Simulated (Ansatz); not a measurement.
**Review of an SCF result for FeGe**

The cell (8 atoms) is FeGe as a measured crystal structure (space group P2_13). Source: COD entry 1524803; the sample's temperature and pressure aren't taken into account, and it need not be the stable phase.

Method: DFT, PBEsol, PAW, plane waves, scalar-relativistic in Ansatz development build ahead of 0.2.0.

```yaml
crystal:
  lattice:
    - [4.689, 0.0, 0.0]
    - [0.0, 4.689, 0.0]
    - [0.0, 0.0, 4.689]
  atoms:
    - { symbol: Ge, position: [0.842, 0.842, 0.842] }
    - { symbol: Ge, position: [0.658, 0.158, 0.342] }
    - { symbol: Ge, position: [0.342, 0.658, 0.158] }
    - { symbol: Ge, position: [0.158, 0.342, 0.658] }
    - { symbol: Fe, position: [0.135, 0.135, 0.135], spin: 4.0 }
    - { symbol: Fe, position: [0.365, 0.865, 0.635], spin: -4.0 }
    - { symbol: Fe, position: [0.635, 0.365, 0.865], spin: -4.0 }
    - { symbol: Fe, position: [0.865, 0.635, 0.365], spin: 4.0 }
  symmetry: { detect: false, time_reversal: true }
magnetization:
  spin_polarized: true
hamiltonian:
  xc: pbesol
  pseudopotentials: { kind: paw }
basis:
  ecutwfc: 420
kpoints:
  mp_grid: { grid: [5, 5, 5] }
scf:
  occupations: { method: fermi_dirac, width: 0.1 }
  lower_state_search: "off"
output:
  forces: true
  stress: true
  write_density: true
  write_potential: true
  elf: true
  volumetric_format: npy
```

The run was started with:
```sh
ansatz run input.yaml --threads 2 --pin off --max-ram 5120MiB --backend cpu --events-out ev --progress --plain --runs-dir out
```

Wall time and machine: 3.7 min on 2 threads of AMD EPYC (Zen 3), with other jobs on the host, peak memory 0.98 GiB.

The end of the output:

```
SCF converged after 20 iterations
Magnetization: -0.0002 μB (59.9999 up, 60.0001 down)
Absolute magnetization: 3.2877 μB (∫|ρ↑−ρ↓|, with the PAW one-centre terms)
Spin contamination: 0.7006 ħ² per cell (⟨S²⟩ above its minimum at these occupations)
Per-site moments (μB) at R_I (Å): [(0.0025, 0.9815), (-0.0025, 0.9815), (-0.0025, 0.9815), (0.0025, 0.9815), (0.7422, 0.9815), (-0.7418, 0.9815), (-0.7423, 0.9815), (0.7417, 0.9815)]
Free energy (F): -34810.700416 eV
Harris-Foulkes:  -34810.700416 eV  (|F-HF|=9.08e-8)
Internal energy: -34810.400806 eV  (E = F + TS)
E sigma→0 (E₀):  -34810.550611 eV
Entropy (-TS):   -0.299610 eV (-37.451 meV/atom)
Fermi energy:    16.547591 eV
--- Forces (eV/Å), atoms counted from 1 ---
  atom   1  Ge    -0.14987546    -0.17090911    -0.19171197
  atom   2  Ge     0.14994263     0.17089472    -0.19169544
  atom   3  Ge    -0.14997236     0.17095424     0.19175672
  atom   4  Ge     0.14986925    -0.17090526     0.19166420
  atom   5  Fe    -0.19323430    -0.12460480    -0.06110918
  atom   6  Fe     0.19324338     0.12466503    -0.06114669
  atom   7  Fe    -0.19324629     0.12460334     0.06111767
  atom   8  Fe     0.19326267    -0.12466148     0.06114208
--- Stress (GPa, compression-positive) ---
      -10.773498      -0.000030      -0.000107
       -0.000030     -11.833605       0.000101
       -0.000106       0.000101     -10.739934
  P = ⅓ Tr σ = -11.1157 GPa (-111.157 kbar)
```

The mesh is too coarse to rank close states of a metal with certainty: differences of some tens of meV/atom may change, at times in sign.

Site moments are taken inside atomic spheres and don't add up to the total.

Question: Has the SCF ended in the lowest solution? If not, by how much is it too high?

Answer: No, on this mesh. A state 24.3 meV/atom (0.194 eV per cell) lower exists in this cell: ferromagnetic, site moments Fe5 1.17, Fe6 1.17, Fe7 1.17, Fe8 1.17 μB, total 4.26 μB per cell, no gap on the k-mesh. It was reached from: parallel moments, default search for lower states [Fe5 4.00, Fe6 4.00, Fe7 4.00, Fe8 4.00 μB]; opposed moments +++-, plain SCF [Fe5 4.00, Fe6 4.00, Fe7 4.00, Fe8 -4.00 μB]. The wrong state matters: the pressure is -9.7 GPa there against -11.1 GPa here, and forces differ by up to 0.21 eV/Å (largest force 0.14 there, 0.30 eV/Å here). States within about 5 meV/atom are too close for this mesh, smearing and search to settle their order. “Lowest” means lowest among the runs made in this cell. Sign patterns typed on Fe5 Fe6 Fe7 Fe8: ++++, +--+, +-++, +++-, +000; other orders that fit weren't typed.
